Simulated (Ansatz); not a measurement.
Input and command of a plane-wave DFT calculation in Ansatz:

```yaml
crystal:
  lattice:
    - [0.0, 2.4784776114, 2.4784776114]
    - [2.4784776114, 0.0, 2.4784776114]
    - [2.4784776114, 2.4784776114, 0.0]
  atoms:
    - { symbol: Mo, position: [0.0, 0.0, 0.0], spin: 3.5 }
    - { symbol: S, position: [0.5, 0.5, 0.5] }
basis:
  ecutwfc: 500
kpoints:
  mp_grid: { grid: [14, 14, 14] }
hamiltonian:
  xc: r2scan
scf:
  occupations: { method: gaussian, width: 0.1 }
  lower_state_search: "off"
output:
  forces: true
  stress: true
  eigenvalues: true
  populations: true
magnetization:
  spin_polarized: true
```

```bash
ansatz run input.yaml --threads 1 --pin off --max-ram 2560MiB --backend cpu --events-out ev --progress --plain --runs-dir out
```

Processor: Intel(R) Xeon(R) Processor @ 2.70GHz, 1 thread, on a host shared with other jobs.

Task: How long does it run, and how much memory does it take?

Result: About 19 s on 1 thread of Intel(R) Xeon(R) Processor @ 2.70GHz, with other jobs on the host, peak memory 0.49 GiB. It solves 16 bands at 104 k points (the mesh reduced by the symmetry that the task leaves, which can be less than the crystal's) with about 749 plane waves, in 13 SCF iterations.
